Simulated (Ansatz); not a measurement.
Here is the system:

TiAs:
```cif
data_As4Ti4
_chemical_formula_sum 'Ti4 As4'
_space_group_name_H-M_alt 'P 1'
_space_group_IT_number 1
_cell_length_a 3.59762
_cell_length_b 3.59762
_cell_length_c 11.96727
_cell_angle_alpha 90.000
_cell_angle_beta 90.000
_cell_angle_gamma 120.000
loop_
_space_group_symop_operation_xyz
  'x, y, z'
loop_
_atom_site_label
_atom_site_type_symbol
_atom_site_fract_x
_atom_site_fract_y
_atom_site_fract_z
_atom_site_occupancy
Ti1 Ti 0.33333 0.66667 0.11703 1
Ti2 Ti 0.66667 0.33333 0.88297 1
Ti3 Ti 0.66667 0.33333 0.61703 1
Ti4 Ti 0.33333 0.66667 0.38297 1
As1 As 0.00000 0.00000 0.00000 1
As2 As 0.00000 0.00000 0.50000 1
As3 As 0.33333 0.66667 0.75000 1
As4 As 0.66667 0.33333 0.25000 1
```

This is the PBEsol-relaxed structure.

Problem. All from PBEsol in the plane-wave PAW code Ansatz, unless another level is named. Predict the Poisson's ratio.

Solution. 0.25.

Problem. Predict the highest zone-centre frequency.

Solution. 316 cm⁻¹.

Space group P6_3/mmc. The first step of the workflow began from a Materials Project structure, measured or hypothetical; the Crystallography Open Database files this formula in space group No. 194, but the cells were not matched. Whether it is the stable phase at ambient conditions was not checked. The PBEsol relaxation kept the symmetry of its start; its stability against distortions is not shown here. The run is not spin-polarised. As this level gives no gap, phonon frequencies hold no LO–TO term and depend on the k-mesh and smearing (Fermi–Dirac, 0.1 eV here).

Potentials: the later of the program's two PAW sets.
